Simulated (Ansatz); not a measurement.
C:
```
CELL_PARAMETERS angstrom
      2.30550     4.57124     0.00000
     -2.30550     4.57124     0.00000
     -1.55343     0.00000     3.24502
ATOMIC_POSITIONS crystal
  C  0.78487 0.82390 0.44851
  C  0.21513 0.17610 0.55149
  C  0.82390 0.78487 0.05149
  C  0.17610 0.21513 0.94851
  C  0.09343 0.56929 0.87868
  C  0.90657 0.43071 0.12132
  C  0.56929 0.09343 0.62132
  C  0.43071 0.90657 0.37868
```

Relaxed with PBEsol. Special points in fractions of this cell's reciprocal vectors: Γ (0.000, 0.000, 0.000); Y (0.500, 0.500, 0.000); M (0.500, 0.500, 0.500); A (0.000, 0.000, 0.500); L2 (0.000, 0.500, 0.500); V2 (0.000, 0.500, 0.000).

List the band energies nearest the valence-band maximum at these points for the program Ansatz at the PBEsol level (PAW).

In eV from the valence-band maximum; about four levels below and three above (degenerate sets whole), none deeper than 8.9 eV; points with the same levels are listed once.

```
k                     below                above
--  -----------------------  -------------------
Γ    -3.27 -2.58 -1.93 0.00       2.77 3.05 4.43
Y   -2.76 -1.76 -1.73 -0.55       2.18 2.85 3.94
M   -3.53 -3.53 -0.53 -0.53  1.24 1.24 6.25 6.25
A   -3.92 -3.92 -1.08 -1.08  1.67 1.67 6.12 6.12
L2  -3.20 -2.68 -1.64 -0.75       0.83 3.38 4.83
V2  -3.69 -3.54 -1.63 -1.25       2.36 2.46 5.58
```

Space group C2/c. The start of the workflow was typed in or built on a structure type; neither database checked (COD, Materials Project) lists it. It is not the phase usual at ambient conditions (space group No. 194, 227). Symmetry was held in the PBEsol relaxation. At this level the phase is mechanically unstable. The volume moved by 100 % from the start of the relaxation.

Potentials: the later of the program's two PAW sets.
